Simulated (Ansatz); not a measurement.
Here is the system:

MoPt3:
```cif
data_MoPt3
_chemical_formula_sum 'Mo1 Pt3'
_space_group_name_H-M_alt 'P 1'
_space_group_IT_number 1
_cell_length_a 2.75657
_cell_length_b 4.50307
_cell_length_c 4.83021
_cell_angle_alpha 90.000
_cell_angle_beta 90.000
_cell_angle_gamma 90.000
loop_
_space_group_symop_operation_xyz
  'x, y, z'
loop_
_atom_site_label
_atom_site_type_symbol
_atom_site_fract_x
_atom_site_fract_y
_atom_site_fract_z
_atom_site_occupancy
Mo1 Mo 0.00000 0.00000 0.15854 1
Pt1 Pt 0.50000 0.50000 0.33848 1
Pt2 Pt 0.50000 0.00000 0.65690 1
Pt3 Pt 0.00000 0.50000 0.84608 1
```

This is the PBEsol-relaxed structure.

All from PBEsol (plane waves, PAW; program Ansatz), unless another level is named. Predict the bulk modulus (Birch–Murnaghan fit).

295 GPa.

Give the highest zone-centre frequency.

203 cm⁻¹.

Space group Pmm2. The workflow started from a Materials Project entry (that database holds measured and hypothetical structures alike); the Crystallography Open Database copy checked does not list it. With Mo and Pt taken as one species the cell has the higher symmetry P6_3/mmc, so it may be an ordered model of a mixed-site phase. Its standing as an ambient phase is unchecked. The PBEsol relaxation kept the symmetry of its start; whether a distortion lowers the energy is not shown. No spin polarisation was allowed. As this level gives no gap, phonon frequencies hold no LO–TO term and depend on the k-mesh and smearing (Fermi–Dirac, 0.1 eV here). Scalar-relativistic: spin–orbit coupling is off unless named, which matters more the heavier the elements.

Potentials: the later of the program's two PAW sets.
